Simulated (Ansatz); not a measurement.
Relaxed MoTe2 (2H-MoS2 type, space group P6_3/mmc):

```
CELL_PARAMETERS angstrom
      3.54214     0.00000     0.00000
     -1.77107     3.06758     0.00000
      0.00000     0.00000    14.18192
ATOMIC_POSITIONS crystal
  Mo 0.33333 0.66667 0.75000
  Mo 0.66667 0.33333 0.25000
  Te 0.33333 0.66667 0.12347
  Te 0.66667 0.33333 0.62347
  Te 0.66667 0.33333 0.87653
  Te 0.33333 0.66667 0.37653
```

In this cell atom 1 (Mo, nearest neighbour Te at 2.721 Å; its periodic images, 3.5 Å or more away, move with it) is moved by s along Cartesian x, unit vector (1.000, 0.000, 0.000); all other atoms and the cell stay fixed.

Calculation: r2SCAN+rVV10 (plane waves to 500 eV, PAW, scalar-relativistic; Ansatz, a program for electronic structure). k mesh 9×9×2 (Γ-centred), Fermi-Dirac smearing 0.05 eV. E stands for the smeared free energy. Stress and pressure are positive under compression. As the smearing reaches across the gap at some points, energies and forces of such displacements shift with the k mesh and the smearing. MoTe2 is run without spin polarisation. MoTe2 was relaxed with its symmetry unable to fall. Spin-orbit coupling is left out, though Te is heavy. ΔE is measured from the undisplaced structure.

Estimate the ΔE (meV/cell) and P (GPa) for s (Å) = -0.324, -0.216, 0.108, 0.216, 0.540.


```
s (Å)   ΔE (meV/cell)  P (GPa)
------  -------------  -------
-0.324            743      1.7
-0.216            336      0.8
0.108              85      0.2
0.216             336      0.8
0.540            1948      4.7
```

(A displaced cell: forces are minus the slopes of the energy, force constants its curvatures, and phonons follow from these.)
